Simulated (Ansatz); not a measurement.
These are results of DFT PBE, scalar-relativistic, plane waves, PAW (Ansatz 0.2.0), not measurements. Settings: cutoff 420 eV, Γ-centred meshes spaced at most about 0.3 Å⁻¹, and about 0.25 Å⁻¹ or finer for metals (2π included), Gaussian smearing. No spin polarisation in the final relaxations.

All energies are static (0 K, no zero-point motion).

Two forms of SnSe5 were relaxed alike.

A.

```
CELL_PARAMETERS angstrom
3.82511 0.00000 0.00000
-1.91256 3.31264 0.00000
0.00000 0.00000 11.54310
ATOMIC_POSITIONS crystal
Sn 0.00000 0.00000 0.00000
Se 0.66667 0.33333 0.84599
Se 0.00000 0.00000 0.64998
Se 0.66667 0.33333 0.50000
Se 0.00000 0.00000 0.35002
Se 0.66667 0.33333 0.15401
```

B.

```
CELL_PARAMETERS angstrom
5.60436 0.00000 0.00000
-2.80218 4.85351 0.00000
0.00000 0.00000 5.74642
ATOMIC_POSITIONS crystal
Sn 0.00000 0.00000 0.00000
Se 0.33333 0.66667 0.19667
Se 0.66667 0.33333 0.19667
Se 0.66667 0.33333 0.80333
Se 0.33333 0.66667 0.80333
Se 0.00000 0.00000 0.50000
```

Question: Which is lower in energy, and by how much?

Answer: A is lower, by 40 meV/atom. A has space group P-6m2 (No. 187), 24.4 Å³/atom and no gap on its mesh; B has space group P6/mmm (No. 191), 26.1 Å³/atom and no gap. Counting Se atoms around Sn (those within 1.25 times the shortest such distance or 1.15 times the sum of covalent radii, 1.27 where that leaves under three; a plus sign parts nearer from farther groups), A has Sn 6 and B has Sn 2+12. B holds Se–Se pairs (shortest 2.26 Å); in A the shortest Se–Se distance is 2.81 Å, near bonding range too. Even the lower one lies +0.16 eV/atom against the reference forms of the elements (uncorrected), so neither is stable at this level. In A, Sn is surrounded by 6 Se at 2.84 Å; around Se on a site of symmetry 3m lie 3 Sn at 2.84 Å and 3 Se at 3.16 Å; Se on a second site of symmetry 3m is surrounded by 3 Se at 2.81 Å and 3 Se at 3.16 Å; 1 more site not described. In B, Sn has 2 Se at 2.87 Å and 12 Se at 3.43 Å; Se on a site of symmetry 3m has 1 Se at 2.26 Å, 3 Se at 3.24 Å, 3 Sn at 3.43 Å, 1 Se at 3.49 Å and 3 Se at 3.68 Å; around Se on a site of symmetry 6/mmm lie 2 Sn at 2.87 Å and 12 Se at 3.68 Å. Both come from invented guesses.

No dispersion correction is applied, so the spacing and binding between layers, chains or molecules are poorly described (P-6m2), and this can change margins and order among such cells. Cells relaxed within their symmetry can be saddle points.
